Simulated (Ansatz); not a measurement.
# Computed properties of GaSb

GaSb:
Space group Pm-3m (No. 221); a = 3.615 Å, b = 3.615 Å, c = 3.615 Å, α = 90.00°, β = 90.00°, γ = 90.00°

```tsv
atom	site	symmetry	x	y	z
Ga	1a	m-3m	0.0000	0.0000	0.0000
Sb	1b	m-3m	0.5000	0.5000	0.5000
```

Space group Pm-3m (No. 221), CsCl type; conventional cell a = b = c = 3.615 Å, α = β = γ = 90.00°.

Method: the program Ansatz at the PBE level (PAW). The cell and atoms are relaxed at this level. Other levels are named where they apply.

**Cell and energy**

| Quantity | Result |
|---|---|
| Volume per atom | 23.62 Å³ |
| Density | 6.73 g/cm³ |
| Formation energy from the elements (no fitted shifts) | 137 meV/atom |

**Electronic structure**

| Item | Result |
|---|---|
| Electronic character | metallic (no gap) |
| Density of states at the Fermi level | 0.55 states/eV per atom (mean over ±0.08 eV) |
| Gap with spin–orbit coupling | none (metallic) |

**Mechanics**

| Quantity | Value |
|---|---|
| Bulk modulus (Birch–Murnaghan fit) | 471 kbar |
| Pressure derivative B′ | 5.3 |

The cell is a constructed one: a structure type filled with these elements; neither database checked (COD, Materials Project) lists it. It is not the phase usual at ambient conditions (space group No. 216). The cell was relaxed with PBE under the symmetry of its start; its stability against distortions is not shown here. The references are the lowest solids computed at this level, not always the standard phases. Scalar-relativistic: spin–orbit coupling is off unless named, which matters more the heavier the elements.

Potentials: the earlier of the program's two PAW sets.
